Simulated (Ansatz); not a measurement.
Cs$_{2}$P$_{3}$: pressure and gap against volume

A database entry relaxed whole under r2SCAN (Fmmm):

```
CELL_PARAMETERS angstrom
0.00000 5.03682 7.57322
4.75798 0.00000 7.57322
4.75798 5.03682 0.00000
ATOMIC_POSITIONS crystal
Cs 0.25000 0.25000 0.25000
Cs 0.75000 0.75000 0.75000
Cs 0.71445 0.28555 0.71445
Cs 0.28555 0.71445 0.28555
P 0.26651 0.87558 0.73349
P 0.12442 0.73349 0.87558
P 0.73349 0.12442 0.26651
P 0.87558 0.26651 0.12442
P 0.14290 0.14290 0.85710
P 0.85710 0.85710 0.14290
```

The cell was scaled uniformly, its shape held, and the atoms relaxed at each volume with plane-wave PAW DFT (Ansatz 0.2.0; r2SCAN, 500 eV, 6×6×6 Γ-centred mesh, fermi-dirac occupations of width 0.020 eV; no spin, no spin-orbit coupling). One row is withheld.

```
volume (Å³/atom)  energy over the lowest (meV/atom)  pressure (GPa)  gap over mesh and path (eV)
          34.121                                7.5            1.18                        1.024
          34.847                                3.2            0.74                        1.043
          35.573                                  ?               ?                            ?
          36.299                                0.0            0.02                        1.078
          37.025                                0.6           -0.28                        1.091
          37.751                                2.5           -0.53                        1.104
          38.476                                5.5           -0.75                        1.115
```

Fit the pressures of the other rows to the third-order Birch-Murnaghan form.

With f = [(V₀/V)^(2/3) − 1]/2 and P = 3B₀f(1 + 2f)^(5/2)[1 + 3(B₀′ − 4)f/2], least squares gives V₀ = 36.33 Å³ an atom, B₀ = 15.5 GPa and B₀′ = 6.1; the rows miss the fit by less than 0.01 GPa. The slope of the energies differs from these pressures by less than 0.05 GPa.

How does the gap move with volume?

A parabola in ln(V/V₀) through the other rows has the slope dE_g/d ln V = +0.7 eV at V₀, so by B₀ the gap moves by -48 meV a GPa at this fixed shape: it narrows under pressure.

What does the withheld row hold?

The fit gives 0.35 GPa at 35.573 Å³; the run gave 0.35 GPa and 0.8 meV an atom. Its gap is 1.061 eV, against 1.061 eV from the parabola.

Caveats: the shape of the cell was held, so B₀ is an upper bound where the axes differ in stiffness; 0 K, fixed nuclei; the symmetry was kept, and this need not be the phase that is stable at 0 K; one mesh for all volumes; r2SCAN gaps lie as a rule under measured ones; the slope of the gap can be off by tens of per cent, more where shallow d levels or spin-orbit coupling act on the edges; pressure is positive in compression.
